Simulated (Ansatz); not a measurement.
AlGa$_{3}$N$_{4}$:
```
AlGa3N4
1.0
    4.46763     0.00000     0.00000
    0.00000     4.46763     0.00000
    0.00000     0.00000     4.46763
Al Ga N
1 3 4
Direct
  0.00000   0.00000   0.00000
  0.50000   0.50000   0.00000
  0.00000   0.50000   0.50000
  0.50000   0.00000   0.50000
  0.75503   0.75503   0.24497
  0.75503   0.24497   0.75503
  0.24497   0.24497   0.24497
  0.24497   0.75503   0.75503
```

Relaxed with PBEsol.

**Question.** Give the optical modes at the zone centre with their infrared activity from DFPT, the program Ansatz at the PBEsol level (PAW).

**Answer.** Transverse frequencies, without the LO–TO term; a row sums one degenerate level.

```tsv
ω (cm⁻¹)	degeneracy	IR ((D/Å)²/amu)	activity	symmetry
189	3	0.00	IR-inactive	T1
232	3	0.40	IR	T2
409	3	6.08	IR	T2
559	3	131.42	IR	T2
594	3	0.00	IR-inactive	T1
651	3	34.77	IR	T2
671	2	0.00	IR-inactive	E
692	1	0.00	IR-inactive	A1
```

**Question.** How high does the top mode go among those that the LO–TO term moves?

**Answer.** 768 cm⁻¹ for q along x.

Space group P-43m. The workflow started from a Materials Project entry (that database holds measured and hypothetical structures alike); the Crystallography Open Database copy checked does not list it. With Al and Ga taken as one species the cell has the higher symmetry F-43m, so it may be an ordered model of a mixed-site phase. Whether it is the stable phase at ambient conditions was not checked. The PBEsol relaxation kept the symmetry of its start; of distortions, only those at the zone centre were tested.

Potentials: the later of the program's two PAW sets.
